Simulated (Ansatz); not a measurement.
Total density of states per atom from plane-wave PAW r²SCAN+D4 (Ansatz code), in 0.25 eV bins, energy from the valence-band maximum:

(E (eV), states/eV/atom): (-7.45, 0.00); (-7.20, 0.44); (-6.95, 0.42); (-6.70, 0.14); (-6.45, 0.00); (-6.20, 0.00); (-5.95, 0.25); (-5.70, 1.13); (-5.45, 1.06); (-5.20, 0.90); (-4.95, 0.86); (-4.70, 0.98); (-4.45, 1.22); (-4.20, 1.27); (-3.95, 0.91); (-3.70, 1.23); (-3.45, 1.16); (-3.20, 1.54); (-2.95, 1.66); (-2.70, 1.83); (-2.45, 1.00); (-2.20, 0.00); (-1.95, 0.00); (-1.70, 0.00); (-1.45, 0.00); (-1.20, 0.00); (-0.95, 0.00); (-0.70, 0.15); (-0.45, 0.49); (-0.20, 0.35); (0.05, 0.01); (0.30, 0.00); (0.55, 0.00); (0.80, 0.00); (1.05, 0.00); (1.30, 0.00); (1.55, 0.00); (1.80, 0.00); (2.05, 0.00); (2.30, 0.00); (2.55, 0.00); (2.80, 0.00); (3.05, 0.00); (3.30, 0.00); (3.55, 0.00); (3.80, 0.00); (4.05, 0.00); (4.30, 0.04); (4.55, 0.37); (4.80, 0.83); (5.05, 0.16); (5.30, 0.16); (5.55, 0.75); (5.80, 0.63); (6.05, 0.60); (6.30, 0.67); (6.55, 0.58); (6.80, 0.51); (7.05, 0.34); (7.30, 0.50); (7.55, 0.45); (7.80, 0.27); (8.05, 0.35); (8.30, 0.49); (8.55, 0.26); (8.80, 0.04); (9.05, 0.01)

Q: Which compound is it?
A. Ge, diamond
B. Pt, fcc (Cu type)
C. ZrSnF6, P2/c (Pearson symbol mP16)
D. Sr, fcc (Cu type)

A: C, ZrSnF6, P2/c (Pearson symbol mP16). Top 1 eV of the valence band: Sn 5s 53 %, F 2p 33 %, Sn 5p 8 %. Bottom 1 eV of the conduction band: Zr 4d 64 %, Sn 5p 20 %, F 2p 10 %. Projections are on Löwdin-orthogonalised atomic valence shells; empty p or d shells of many metals are not among them.

The workflow started from an entry of the Crystallography Open Database (COD, 295 K). Its standing as an ambient phase is unchecked. Symmetry was held in the r²SCAN+D4 relaxation; its stability against distortions is not shown here. No spin polarisation was allowed. Scalar-relativistic: spin–orbit coupling is off unless named, which matters more the heavier the elements.

Potentials: the later of the program's two PAW sets.
